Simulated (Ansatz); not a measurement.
Sb₂Se₃: ¹²¹Sb NMR of the central transition

Cell: a Materials Project structure (computed, not necessarily an observed phase), atoms as given.

Space group Pnma (No. 62); a = 13.0502, b = 3.9642, c = 14.3109 Å.

| site | Wyckoff | site symmetry | x | y | z |
| --- | --- | --- | --- | --- | --- |
| Sb1 | 4c | .m. | 0.8936 | 0.2500 | 0.7371 |
| Sb5 | 4c | .m. | 0.6543 | 0.2500 | 0.6148 |
| Se9 | 4c | .m. | 0.2144 | 0.2500 | 0.4322 |
| Se10 | 4c | .m. | 0.2053 | 0.2500 | 0.7079 |
| Se15 | 4c | .m. | 0.0402 | 0.2500 | 0.1472 |

One atom of each set is listed.

All values are calculated (Ansatz; DFT, r2SCAN, plane waves and PAW, scalar-relativistic, 500 eV cutoff, Γ-centred 3×7×2 k-points, Fermi–Dirac smearing 0.02 eV), not measured.

¹²¹Sb has I = 5/2 and Q = -543.0 mb (Pyykkö 2018); at 18.8 T its Larmor frequency is ν₀ = 192.8 MHz (from the bare nuclear moment; shielding lowers the observed one by a per cent or two). Only the quadrupole interaction is simulated: positions count from each site's isotropic chemical shift, and shift anisotropy, dipolar and J coupling are left out.

The Sb sites: Sb1 (4 atoms; 3 Se at 2.58–2.72 Å; also 2 Se at 3.43 Å); Sb5 (4 atoms; 3 Se at 2.62–2.71 Å; also 2 Se at 3.25 Å).

Fitted components of the simulated spectrum:

```tsv
component	|C_Q| (MHz)	η
A	240	0.14
B	281	0.06
```

Task: Which site most likely gives which component?

Result: By the calculation, A is Sb5, B is Sb1. Like point charges on the first shell alone (each adding as 1/d³) would give the same order.

With ν_Q/ν₀ up to 0.22, terms beyond second order are no longer negligible.

The largest force is 0.4 eV/Å, so the atoms aren't at the calculated equilibrium and relaxing them would move these values. Without spin–orbit coupling (the program notes it for Sb) the gradients can shift somewhat, as the gap is small. With these PAW files V_zz is typically within 2 to 3 % of all-electron values, but misses above 10 % occur on Sb.
